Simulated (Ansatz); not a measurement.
**FeBiO₃: computed property card**

FeBiO3:
```yaml
crystal:
  lattice:
    - [-2.86731, 3.69482, 2.99151]
    - [2.86731, -3.69482, 2.99151]
    - [2.86731, 3.69482, -2.99151]
  atoms:
    - { symbol: Bi, position: [0.86386, 0.11386, 0.75000] }
    - { symbol: Fe, position: [0.04532, 0.54532, 0.50000] }
    - { symbol: O, position: [0.22705, 0.47705, 0.75000] }
    - { symbol: O, position: [0.73010, 0.46055, 0.73045] }
    - { symbol: O, position: [0.73010, 0.99964, 0.26955] }
    - { symbol: Bi, position: [0.36386, 0.11386, 0.25000] }
    - { symbol: Fe, position: [0.54532, 0.54532, 0.00000] }
    - { symbol: O, position: [0.72705, 0.47705, 0.25000] }
    - { symbol: O, position: [0.23010, 0.46055, 0.23045] }
    - { symbol: O, position: [0.23010, 0.99964, 0.76955] }
```
The run is spin-polarised; directions of the spins, atom by atom: 0 ↑ 0 0 0 0 ↓ 0 0 0.

Space group Amm2 (No. 38); conventional cell a = 3.695 Å, b = 5.735 Å, c = 5.983 Å, α = β = γ = 90.00°.

Method: the program Ansatz at the PBEsol level (PAW). Geometry: relaxed at this level of theory. Other levels are named where they apply.

**Cell and energy**

* **Volume per atom**: 12.68 Å³
* **Density**: 8.20 g/cm³
* **Formation energy from the elements (no fitted shifts)**: -1.20 eV/atom

**Electronic structure**

Band gap: 0.74 eV (indirect)
Valence-band maximum: on the Σ0–Γ line, 49 % of the way from Σ0 (k = 0.203, -0.203, -0.203 in fractions of the reciprocal vectors)
Conduction-band minimum: at S (k = 0.000, 0.500, 0.500 in fractions of the reciprocal vectors) (2 equivalent valleys)
Smallest direct gap on the standard path: 0.84 eV
Electron effective mass: 1.3, 1.8, 2.4 mₑ (principal values)
Hole effective mass: 1.0, 1.8, 2.5 mₑ (principal values)

**Magnetism**

- Magnetic order = antiferromagnetic
- Net moment = 0.00 μB per atom

**Dielectric response**

- Electronic dielectric constant ε∞ (DFPT) = 12.0 (xx), 17.2 (yy), 9.10 (zz)
- Born charges (a third of the trace) = Bi +4.54, Fe +3.79, O -2.93 to -2.48 e

The start of the workflow was typed in or built on a structure type; neither database checked (COD, Materials Project) lists it. It is not the phase usual at ambient conditions (space group No. 161). The PBEsol relaxation kept the symmetry of its start, as lowered by the spin order; its stability against distortions is not shown here. The final state is antiferromagnetic, chosen from 5 collinear starts compared on coarse meshes (ties went to the first, and starts can fall back to one state), not a proven ground state. No Hubbard U is applied. Point labels and valley counts follow the cell and symmetry of the run, lower than the named group. The references are the lowest solids computed at this level, not always the standard phases (solids in place of the gases). Spin–orbit coupling is left out wherever it is not named.

Potentials: the earlier of the program's two PAW sets. The files were generated under PBE; for other functionals the program regenerates the frozen cores, and for LDA and PBEsol the local potential too.
